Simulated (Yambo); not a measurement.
**How GW settings move the gap: FeSe2**

G0W0@LDA for FeSe$_{2}$ (space group Pnnm, No. 58) in Yambo. Reference settings: 2×2×4 Γ-centred k mesh, bands 29 to 172 and a 7 Ry block in the screening, 172 bands in G with the Bruneval-Gonze terminator, plasmon pole fitted at 27.2 eV. The LDA gap (0, 0, 0.25) → (0, -0.5, -0.5) on this mesh is 0.34 eV; G0W0 gaps are taken between the same points.

```csv
change from the reference,"G0W0 gap (0, 0, 0.25) → (0, -0.5, -0.5) (eV)",shift of the valence edge (eV),rough Yambo cost
reference settings,0.71,0.48,1
"66 bands in W, 66 bands in G",0.67,0.74,about 1/3
"110 bands in W, 110 bands in G",0.70,0.56,within a factor of two
"141 bands in W, 141 bands in G",0.71,0.51,within a factor of two
exchange cut at 5 Ry,1.48,6.87,–
"66 bands in W, 66 bands in G, 3 Ry block",1.09,0.51,about 1/4
"85 bands in W, 85 bands in G, 2 Ry block",1.33,0.28,about 1/3
"110 bands in W, 110 bands in G, 3 Ry block",1.12,0.38,within a factor of two
"141 bands in W, 141 bands in G, 4 Ry block",0.91,0.46,within a factor of two
"141 bands in W, 141 bands in G, 2 Ry block",1.35,0.22,within a factor of two
4×2×4 mesh,0.71,0.47,about 2×
"66 bands in W, 66 bands in G, no terminator",0.67,1.03,about 1/4
"110 bands in W, 110 bands in G, no terminator",0.72,0.80,within a factor of two
no terminator,0.73,0.66,within a factor of two
"3 Ry block, no terminator",1.15,0.45,within a factor of two
```

The reference isn't shown to be the converged limit. Costs are rough (shared machines), scaled to the same edge states, and given only for runs that recompute the screening. The mesh misses a band edge: along a dense path the LDA gap is 0.20 eV against 0.34 eV on the mesh.

Spin-orbit splittings are left out. The 3d shell has no Hubbard U; the runs are without spin polarisation, and magnetic order was not tried.

The standard potential for Se keeps a d shell in the valence without the s and p states of that shell. In tests on such compounds this moved G0W0 gaps by up to about 0.9 eV, so absolute quasiparticle energies here are unreliable; differences between settings are what counts.

Geometry of the Materials Project entry, not relaxed at this level; primitive cell a = 4.780 Å, b = 5.756 Å, c = 3.581 Å, α = β = γ = 90.00°.

A shift is the quasiparticle energy of the state minus its LDA energy.
